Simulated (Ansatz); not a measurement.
An element in the bcc structure gives these cold pressures by all-electron LAPW under PBEsol (Ansatz 0.2.0, scalar-relativistic, no spin polarisation).

```
V (Å³/atom)  P (GPa)
      17.99     0.03
      17.09     3.39
      15.29    14.12
      13.49     33.8
      11.69     71.5
       9.89    147.3
       8.10    313.9
       7.20    473.9
```

(1) Which element is it?

Results:

(1) Ga. Its zero-pressure volume in this structure is near 18.0 Å³/atom; the volume and the steepness of P(V) together point to it, though neighbours can come close. This is the case that was computed; others weren't tested.
